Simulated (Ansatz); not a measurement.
BAs:
```yaml
crystal:
  lattice:
    - [3.42907, 0.00000, 0.00000]
    - [-1.71454, 2.96966, 0.00000]
    - [0.00000, 0.00000, 7.40285]
  atoms:
    - { symbol: B, position: [0.50000, 0.00000, 0.50000] }
    - { symbol: B, position: [0.00000, 0.50000, 0.16667] }
    - { symbol: B, position: [0.50000, 0.50000, 0.83333] }
    - { symbol: As, position: [0.50000, 0.00000, 0.00000] }
    - { symbol: As, position: [0.00000, 0.50000, 0.66667] }
    - { symbol: As, position: [0.50000, 0.50000, 0.33333] }
```

Relaxed with PBEsol. Special points in fractions of this cell's reciprocal vectors: Γ (0.000, 0.000, 0.000); M (0.500, 0.000, 0.000); K (0.333, 0.333, 0.000); A (0.000, 0.000, 0.500); L (0.500, 0.000, 0.500); H (0.333, 0.333, 0.500).

Problem. List the band energies nearest the valence-band maximum at these points for PBEsol in the plane-wave PAW code Ansatz.

Solution. In eV from the valence-band maximum; about four levels below and three above (degenerate sets whole), none deeper than 8.9 eV; points with the same levels are listed once.

```
k                          below           above
-  -----------------------------  --------------
Γ         -1.26 -1.26 -0.95 0.00  2.13 2.13 2.61
M        -4.16 -3.18 -2.82 -2.53  0.31 0.63 0.84
K  -5.70 -5.70 -3.50 -2.59 -2.59  0.67 2.30 2.30
A        -1.19 -1.17 -1.17 -0.74  1.91 2.47 2.62
L        -3.88 -3.63 -3.37 -3.01  1.74 2.17 2.52
H        -5.78 -5.78 -3.26 -2.78  2.71 3.67 3.67
```

Space group P6_222. A made-up cell: these elements were put on the sites of a structure type; neither database checked (COD, Materials Project) lists it. It is not the phase usual at ambient conditions (space group No. 216). Symmetry was held in the PBEsol relaxation; its stability against distortions is not shown here. Scalar-relativistic: spin–orbit coupling is off unless named, which matters more the heavier the elements.

Potentials: the later of the program's two PAW sets.
